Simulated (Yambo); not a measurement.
Rb2ScAgF6 (space group Fm-3m, No. 225), G0W0@PBEsol in Yambo with this input:

```
rim_cut
gw0
dyson
el_el_corr
HF_and_locXC
ppa
em1d
RandQpts= 1000000
RandGvec= 1 Ry
EXXRLvcs= 84 Ry
VXCRLvcs= 336 Ry
Chimod= "HARTREE"
% BndsRnXp
 6 | 346 |
%
NGsBlkXp= 8 Ry
% LongDrXp
 1.0 | 1.0 | 1.0 |
%
PPAPntXp= 27.2114 eV
% GbndRnge
 1 | 346 |
%
GTermKind= "BG"
DysSolver= "n"
ExtendOut
```

On a 2×2×2 mesh, with wavefunctions cut at 84 Ry, the gap (L → Γ) is 6.457 eV and the valence edge shifts by -2.142 eV.

Problem. What happens with this change: 2 Ry block?

Solution. The gap rises by 0.364 eV, to 6.821 eV; the shift of the valence edge becomes -2.614 eV. Neither run is shown to be the converged limit.

Spin-orbit coupling is not included.

Geometry of the Materials Project entry, not relaxed at this level; primitive cell a = b = c = 6.354 Å, α = β = γ = 60.00°.

The structure is a Materials Project entry; no match was found in the copy of COD used, and its stability was not checked.

A shift is the quasiparticle energy of the state minus its PBEsol energy.
